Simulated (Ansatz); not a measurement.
Al$_{2}$O$_{3}$:
```cif
data_Al8O12
_chemical_formula_sum 'Al8 O12'
_space_group_name_H-M_alt 'Cmc21'
_space_group_IT_number 36
_space_group_name_Hall 'C 2c -2'
_cell_length_a 9.66983
_cell_length_b 5.51050
_cell_length_c 4.92958
_cell_angle_alpha 90.000
_cell_angle_beta 90.000
_cell_angle_gamma 90.000
loop_
_atom_site_label
_atom_site_type_symbol
_atom_site_symmetry_multiplicity
_atom_site_Wyckoff_symbol
_atom_site_fract_x
_atom_site_fract_y
_atom_site_fract_z
_atom_site_occupancy
Al1 Al 8 b 0.16807 0.16066 0.43170 1
O1 O 4 a 0.00000 0.21902 0.48915 1
O2 O 8 b 0.22112 0.11983 0.08759 1
```
(The calculation used a cell of 10 atoms; values per cell refer to that cell.)

Relaxed with r²SCAN.

Problem. Give the optical modes at the zone centre with their infrared activity from DFPT, DFT-r²SCAN in the program Ansatz with PAW potentials.

Solution. Transverse frequencies, without the LO–TO term; a row sums one degenerate level.

| ω (cm⁻¹) | degeneracy | IR ((D/Å)²/amu) | activity | symmetry |
|---|---|---|---|---|
| 164 | 1 | 0.79 | IR | B2 |
| 169 | 1 | 0.00 | IR-inactive | A1 |
| 173 | 1 | 1.13 | IR | A1 |
| 209 | 1 | 0.00 | IR-inactive | A2 |
| 253 | 1 | 1.54 | IR | B2 |
| 273 | 1 | 5.67 | IR | A1 |
| 328 | 1 | 0.00 | IR-inactive | A2 |
| 328 | 1 | 7.28 | IR | B2 |
| 332 | 1 | 0.63 | IR | B1 |
| 364 | 1 | 0.00 | IR-inactive | A2 |
| 400 | 1 | 2.04 | IR | A1 |
| 413 | 1 | 6.38 | IR | B1 |
| 485 | 1 | 0.00 | IR-inactive | A2 |
| 537 | 1 | 0.21 | IR | B1 |
| 591 | 1 | 0.92 | IR | B2 |
| 616 | 1 | 0.33 | IR | B2 |
| 669 | 1 | 22.74 | IR | A1 |
| 701 | 1 | 5.72 | IR | A1 |
| 703 | 1 | 3.62 | IR | B1 |
| 705 | 1 | 38.09 | IR | B2 |
| 720 | 1 | 0.00 | IR-inactive | A2 |
| 735 | 1 | 14.53 | IR | A1 |
| 773 | 1 | 0.00 | IR-inactive | A2 |
| 776 | 1 | 12.79 | IR | B1 |
| 788 | 1 | 0.03 | IR | B2 |
| 1049 | 1 | 30.73 | IR | B1 |
| 1050 | 1 | 0.00 | IR-inactive | A2 |

Problem. How high does the top mode go among those that the LO–TO term moves?

Solution. 1162 cm⁻¹ for q along x, 887 cm⁻¹ for q along y, 893 cm⁻¹ for q along z.

Space group Cmc2_1. The first step of the workflow began from a Materials Project structure, measured or hypothetical; the Crystallography Open Database copy checked does not list it. It is not the phase usual at ambient conditions (space group No. 167). The cell was relaxed with r²SCAN under the symmetry of its start; whether a distortion lowers the energy is not shown.

Potentials: the later of the program's two PAW sets.
